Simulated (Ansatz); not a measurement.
Relaxed NiSi2 (fluorite type, space group Fm-3m):

```xyz
3
Lattice="0.0000 2.7220 2.7220 2.7220 0.0000 2.7220 2.7220 2.7220 0.0000" Properties=species:S:1:pos:R:3 pbc="T T T"
Ni     0.0000     0.0000     0.0000
Si     1.3610     1.3610     1.3610
Si     4.0830     4.0830     4.0830
```

In each cell atom 2 (Si, nearest neighbour Ni at 2.357 Å; its periodic images, 3.8 Å or more away, move with it) moves by s·(0.707, 0.707, 0.000) (along Cartesian [110]), the rest being held.

The numbers are results of PBE (plane waves to 420 eV, PAW, scalar-relativistic; Ansatz, a quantum-chemistry and plane-wave program), not measurements. k mesh 12×12×12 (Γ-centred), Fermi-Dirac smearing 0.05 eV. The energy includes the smearing's −TS. With partly filled bands, energies and forces of such displacements shift with the k mesh and the smearing. NiSi2 is run without spin polarisation. NiSi2 was relaxed with its symmetry unable to fall. The PAW data are Ansatz's earlier set. ΔE is measured from the undisplaced structure. The last digit holds for this mesh only.

```json
[
 {"s (Å)": "-0.710", "ΔE (meV/cell)": "2339.1"},
 {"s (Å)": "-0.568", "ΔE (meV/cell)": "1395.5"},
 {"s (Å)": "-0.426", "ΔE (meV/cell)": "withheld"},
 {"s (Å)": "-0.284", "ΔE (meV/cell)": "312.8"},
 {"s (Å)": "-0.142", "ΔE (meV/cell)": "74.6"},
 {"s (Å)": "0.000", "ΔE (meV/cell)": "0.0"},
 {"s (Å)": "0.142", "ΔE (meV/cell)": "74.6"},
 {"s (Å)": "0.284", "ΔE (meV/cell)": "312.8"},
 {"s (Å)": "0.426", "ΔE (meV/cell)": "withheld"},
 {"s (Å)": "0.568", "ΔE (meV/cell)": "1395.5"},
 {"s (Å)": "0.710", "ΔE (meV/cell)": "2339.1"}
]
```

Task: Fit an even polynomial form (powers 2, 4, 6) to the given rows and predict ΔE at s = 0.426.

Result: Least squares on the 9 given rows: ΔE = (3714)·s² + (1999)·s⁴ + (-321.5)·s⁶, in meV/cell with s in Å; root-mean-square residual 0.55 meV/cell. At 0.426 the fit gives 737.9 meV/cell; the calculation gives 739.6 meV/cell, so the interpolation is off by -1.7 (-0.2 %). The quadratic term alone would give 674.0 meV/cell.

(For displaced atoms, the force is minus the slope of the energy, and its curvature is a force constant, which sets phonon frequencies.)
